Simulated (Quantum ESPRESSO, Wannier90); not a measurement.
Wannier functions of ReNCl4 (I4)

```
begin unit_cell_cart
ang
    0.0000000000    0.0000000000    4.1056500000
   -4.4010050000    4.4010050000    2.0528250000
   -4.4010050000   -4.4010050000    2.0528250000
end unit_cell_cart
begin atoms_frac
Re  -0.0144200000  0.0000000000  0.0000000000
N   -0.4261800000  0.0000000000  0.0000000000
Cl   0.0036400000 -0.1822200000  0.3177000000
Cl  -0.1785800000  0.3177000000  0.1822200000
Cl   0.1391200000  0.1822200000 -0.3177000000
Cl   0.3213400000 -0.3177000000 -0.1822200000
end atoms_frac
```

Materials Project entry mp-568100; symmetrised, unrelaxed at this level. Not found in the COD (Crystallography Open Database) copy used; not checked further. Method: PBEsol plane waves in Quantum ESPRESSO 7.5 (PseudoDojo norm-conserving files, 68 Ry, spinors with spin-orbit coupling), Bloch states on a 4×4×4 mesh through Γ, Wannier90 4.0.1. Density: 8×8×8 mesh, cold smearing 0.01 Ry. The cell is built of weakly bound layers, chains or molecules, whose nearest atoms lie 3.81 Å apart. Database cells relaxed without dispersion often hold them too far apart, which can enlarge gaps and weakens couplings between them; spacing and stacking were not compared with the measured crystal.

A tight-binding model is made by disentanglement and projection with no localisation steps (num_iter = 0), so the 40 orbitals stay atom-like: hydrogen-like Re: d; N: p; Cl: p, axes along x, y, z; frozen window up to 2.55 eV relative to the valence-band maximum. It follows pw.x to 0.7 meV rms for states up to 2.0 eV relative to the valence-band maximum. Matrix elements depend on this choice of orbitals and windows.

### Question
What are the on-site energies relative to the valence-band maximum, and how fast do the hoppings decay?

### Answer
```csv
atom,orbitals,energy (eV)
Re1,dz2↑ dz2↓,2.16
Re1,dxz↑ dxz↓ dyz↑ dyz↓,0.00
Re1,dx2-y2↑ dx2-y2↓,0.46
Re1,dxy↑ dxy↓,-0.27
N2,pz↑ pz↓,-0.61
N2,px↑ px↓ py↑ py↓,0.12
Cl3,pz↑ pz↓,-0.79
Cl3,px↑ px↓,-0.95
Cl3,py↑ py↓,-1.52
Cl4,pz↑ pz↓,-0.79
Cl4,px↑ px↓,-1.52
Cl4,py↑ py↓,-0.95
Cl5,pz↑ pz↓,-0.79
Cl5,px↑ px↓,-0.95
Cl5,py↑ py↓,-1.52
Cl6,pz↑ pz↓,-0.79
Cl6,px↑ px↓,-1.52
Cl6,py↑ py↓,-0.95
```

```tsv
distance of the centres (Å)	largest modulus (eV)
1–2	3.4
2–3	1.9
3–4	0.64
4–5	0.18
5–6	0.063
6–7	0.050
```

Effective spin-orbit constants λ of λ L·S, from the same-site elements px↑–py↑ (λ/2) and dx2-y2↑–dxy↑ (λ), where they are among the larger elements: Re1 d 0.39 eV, Cl3 p 0.050 eV, Cl4 p 0.050 eV, Cl5 p 0.050 eV, Cl6 p 0.050 eV.
